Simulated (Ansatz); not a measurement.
**Relaxing SrSi$_{2}$Ag$_{2}$**

Computed with DFT PBEsol, scalar-relativistic, plane waves, PAW in Ansatz 0.2.0. (420 eV cutoff, 8×8×4 k-mesh, Gaussian smearing of 0.10 eV, no spin polarisation)

What was changed: uniaxial strain along c, with a, b and atoms relaxed: +4.0 %.

Command:

```bash
ansatz run input.yaml --threads 1 --pin off --max-ram 2560MiB --backend cpu --events-out ev --progress --plain --runs-dir out
```

Input:

```yaml
crystal:
  lattice:
    - [4.2905761705, 0.0, 0.0]
    - [0.0, 4.2905761705, 0.0]
    - [0.0, 0.0, 10.8136345416]
  atoms:
    - { symbol: Sr, position: [0.0, 0.0, 0.0] }
    - { symbol: Sr, position: [0.5, 0.5, 0.5] }
    - { symbol: Si, position: [0.0, 0.0, 0.38906759] }
    - { symbol: Si, position: [0.5, 0.5, 0.11093241] }
    - { symbol: Si, position: [0.5, 0.5, 0.88906759] }
    - { symbol: Si, position: [0.0, 0.0, 0.61093241] }
    - { symbol: Ag, position: [0.0, 0.5, 0.25] }
    - { symbol: Ag, position: [0.5, 0.0, 0.25] }
    - { symbol: Ag, position: [0.5, 0.0, 0.75] }
    - { symbol: Ag, position: [0.0, 0.5, 0.75] }
basis:
  ecutwfc: 420
kpoints:
  mp_grid: { grid: [8, 8, 4] }
hamiltonian:
  xc: pbesol
scf:
  occupations: { method: gaussian, width: 0.1 }
output:
  forces: true
  stress: true
  eigenvalues: true
relax:
  adjacent_minimum: "off"
  f_tol: 0.008
  max_steps: 40
  cell: { stress_tol: 0.015, fix: [c, angles] }
```

F is the free energy. Steps run on the plane waves of an earlier cell, but the last one, and at times one on the way, on a freshly chosen basis, so a repeated geometry can differ a little in energy. The held parts of the cell keep their stress, so P needn't end at zero.

Steps:

```tsv
step	F − F(1) (eV)	largest force component (eV/Å)	V (Å³/atom)	P (GPa)
1	0.0000	0.159	19.907	-1.86
2	-0.0047	0.080	19.779	-1.40
3	-0.0056	0.008	19.790	-1.45
4	-0.0056	0.000	19.800	-1.48
5	-0.0054	0.000	19.800	-1.48
```

Relaxed structure:

```cif
data_structure
_symmetry_space_group_name_H-M 'P 1'
_symmetry_Int_Tables_number 1
_cell_length_a 4.2790
_cell_length_b 4.2790
_cell_length_c 10.8136
_cell_angle_alpha 90.000
_cell_angle_beta 90.000
_cell_angle_gamma 90.000
_cell_volume 198.00
loop_
_atom_site_label
_atom_site_type_symbol
_atom_site_fract_x
_atom_site_fract_y
_atom_site_fract_z
_atom_site_occupancy
Sr1 Sr 0.00000 0.00000 0.00000 1
Sr2 Sr 0.50000 0.50000 0.50000 1
Si1 Si 0.00000 0.00000 0.39030 1
Si2 Si 0.50000 0.50000 0.10970 1
Si3 Si 0.50000 0.50000 0.89030 1
Si4 Si 0.00000 0.00000 0.60970 1
Ag1 Ag 0.00000 0.50000 0.25000 1
Ag2 Ag 0.50000 0.00000 0.25000 1
Ag3 Ag 0.50000 0.00000 0.75000 1
Ag4 Ag 0.00000 0.50000 0.75000 1
```

Symmetry: I4/mmm, No. 139, tetragonal system. The conventional cell has a = 4.279 Å, b = 4.279 Å, c = 10.814 Å, α = 90.00°, β = 90.00°, γ = 90.00°. Around Sr (site symmetry 4/mmm) lie 8 Si at 3.25 Å and 8 Ag at 3.45 Å. Si (site symmetry 4mm) is surrounded by 1 Si at 2.37 Å and 4 Ag at 2.62 Å. Ag (site symmetry -4m2) has 4 Si at 2.62 Å as nearest neighbours.

The run converged. It took 2.7 min on 1 thread of Arm Neoverse V2, with other jobs on the host, peak memory 0.71 GiB.